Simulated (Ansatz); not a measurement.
BeS (rock salt, Fm-3m), the program Ansatz at the r²SCAN level (PAW), all energies at zero smearing, with the estimated change up to a 700 eV cutoff added, with one set of potentials and settings (totals compare only within such a set). Cell of 2 atoms (1 S, 1 Be): -1000.360 eV.

```tsv
element	reference phase	E (eV/atom)
S	P2/c, 32 atoms in the cell	-905.8156
Be	P6_3/mmc, 2 atoms in the cell	-93.3347
```

Formation energy per atom, worked out: (-1000.360 − 1×(-905.8156) − 1×(-93.3347))/2 = -0.605 eV/atom (-58 kJ per mol of atoms), at 0 K, without zero-point energy or fitted corrections.

The cell is a constructed one: a structure type filled with these elements; neither database checked (COD, Materials Project) lists it. COD files the formula under space group No. 216, so this cell is another polymorph or a model. Whether it is the stable phase at ambient conditions was not checked. Symmetry was held in the r²SCAN relaxation. At this level the phase is dynamically unstable (imaginary phonons). The references are the lowest solids computed at this level, not always the standard phases.

Potentials: the later of the program's two PAW sets.
